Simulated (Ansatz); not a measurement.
SiGe:
```
CELL_PARAMETERS angstrom
      3.18032     0.00000     0.00000
      0.00000     3.18032     0.00000
      0.00000     0.00000     3.18032
ATOMIC_POSITIONS crystal
  Ge 0.00000 0.00000 0.00000
  Si 0.50000 0.50000 0.50000
```

Relaxed with LDA.

List the phonon frequencies at the special points (DFPT on a 4×4×4 q-mesh, Fourier-interpolated; LDA in the plane-wave PAW code Ansatz).

In cm⁻¹; no LO–TO term at Γ, as the run had none.

| q | frequencies |
|---|---|
| Γ | 0 0 0 152 152 152 |
| X | 72 72 116 116 119 139 |
| M | 98i 76i 23i 23i 165 165 |
| R | 134 134 134 171 171 171 |

Space group Pm-3m (CsCl type). A made-up cell: these elements were put on the sites of a structure type; neither database checked (COD, Materials Project) lists it. Its standing as an ambient phase is unchecked. The LDA relaxation kept the symmetry of its start. At this level the phase is dynamically unstable (imaginary phonons). As this level gives no gap, phonon frequencies hold no LO–TO term and depend on the k-mesh and smearing (Fermi–Dirac, 0.1 eV here).

Potentials: the later of the program's two PAW sets.
